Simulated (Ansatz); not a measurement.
**Map of one atom of the cell for PbSe (rock salt)**

Starting cell, PbSe (rock salt):

```
PbSe
1.0
    0.00000     3.10883     3.10883
    3.10883     0.00000     3.10883
    3.10883     3.10883     0.00000
Se Pb
1 1
Cartesian
  0.00000   0.00000   0.00000
  3.10883   3.10883   3.10883
```

Two-dimensional scan of atom 2 (Pb, nearest neighbour Se at 3.109 Å; its periodic images, 4.4 Å or more away, move with it): u runs along (1.000, 0.000, 0.000), v along (0.000, 0.000, 1.000) (Cartesian). Cell and other atoms are fixed.

Calculation: PBE (plane waves to 420 eV, PAW, scalar-relativistic; Ansatz, a first-principles code). k mesh 8×8×8 (Γ-centred), Fermi-Dirac smearing 0.05 eV. E stands for the smeared free energy. Stress and pressure are positive under compression. PbSe was relaxed with its symmetry unable to fall. Spin-orbit coupling is left out, though Pb is heavy. The PAW data are Ansatz's earlier set. ΔE is measured from the undisplaced structure. Axes are in Å.

ΔE (eV/cell), with u across and v down:

| v \ u | -1.030 | -0.687 | -0.343 | 0.000 | 0.343 | 0.687 | 1.030 |
|---|---|---|---|---|---|---|---|
| -1.030 | 3.199 | 2.799 | 3.103 | 3.316 | 3.103 | 2.799 | 3.199 |
| -0.687 | 2.799 | 1.151 | 0.714 | 0.647 | 0.714 | 1.151 | 2.799 |
| -0.343 | 3.103 | 0.714 | 0.130 | 0.052 | 0.130 | 0.714 | 3.103 |
| 0.000 | 3.316 | 0.647 | 0.052 | 0.000 | 0.052 | 0.647 | 3.316 |
| 0.343 | 3.103 | 0.714 | 0.130 | 0.052 | 0.130 | 0.714 | 3.103 |
| 0.687 | 2.799 | 1.151 | 0.714 | 0.647 | 0.714 | 1.151 | 2.799 |
| 1.030 | 3.199 | 2.799 | 3.103 | 3.316 | 3.103 | 2.799 | 3.199 |

P (GPa), with u across and v down:

```csv
v \ u,-1.030,-0.687,-0.343,0.000,0.343,0.687,1.030
-1.030,25.7,23.9,26.2,27.6,26.2,23.9,25.7
-0.687,23.9,12.4,8.9,8.3,8.9,12.4,23.9
-0.343,26.2,8.9,3.0,1.6,3.0,8.9,26.2
0.000,27.6,8.3,1.6,0.0,1.6,8.3,27.6
0.343,26.2,8.9,3.0,1.6,3.0,8.9,26.2
0.687,23.9,12.4,8.9,8.3,8.9,12.4,23.9
1.030,25.7,23.9,26.2,27.6,26.2,23.9,25.7
```

What the scan shows:

* **Lowest place on the grid**: u = 0.000 Å, v = 0.000 Å (0 meV/cell)
* **Highest place on the grid, met at several equal points**: u = 0.000 Å, v = -1.030 Å; u = -1.030 Å, v = 0.000 Å; u = 1.030 Å, v = 0.000 Å; u = 0.000 Å, v = 1.030 Å (3316 meV/cell)

The 49 points together took about 17 core-minutes (a rough figure).

(A displaced cell: forces are minus the slopes of the energy, force constants its curvatures, and phonons follow from these.)
